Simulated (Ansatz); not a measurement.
The elements of this relaxed trial crystal are hidden behind letters.

```
lattice vectors (Å)
   4.2978    0.0000    0.0000
   0.0000    4.2978    0.0000
   0.0000    0.0000   10.6097
fractional positions
X 0.0000 0.0000 0.0000
Z 0.5000 0.0000 0.5000
Z 0.0000 0.5000 0.5000
Q 0.5000 0.5000 0.6967
Q 0.5000 0.5000 0.3033
Q 0.5000 0.5000 0.0000
```

Computed with Ansatz, DFT PBE, scalar-relativistic, plane waves, PAW. Cutoff 420 eV, Γ-centred 10×10×4 mesh (6-atom cell), Gaussian smearing of 0.10 eV, no spin polarisation.

- Space group: P4/mmm (No. 123)
- Conventional cell: a = 4.298 Å, c = 10.610 Å
- Volume per atom: 32.66 Å³
- Density: 5.70 g/cm³
- Energy over the elements: +0.06 eV/atom
- Gap on the 10×10×4 mesh of the 6-atom cell: 0 eV (a metal)

Energies are uncorrected and count from the elements' standard states at the same level.

Question: X is a d-block element of period 4, Z is a d-block element of period 5 and Q is a p-block element of period 5. Which elements are they?

Answer: X = Zn, Z = Cd, Q = Te, so the formula is ZnCd2Te3. Density times volume gives a mean mass of 5.70 × 32.66/1.6605 = 112.1 u per atom, and this set has 112.2 u. Among the elements that the hints allow, noble gases aside, only these give it. Zn has 4 Te at 3.04 Å; Cd has 4 Te at 3.00 Å and 4 Cd at 3.04 Å; around Te on a site of symmetry 4mm lie 4 Cd at 3.00 Å and 1 Te at 3.22 Å; 1 more site not described.

These runs have no spin–orbit coupling, which can matter for Te. Symmetry constrained the relaxation, so the result can be a saddle point.
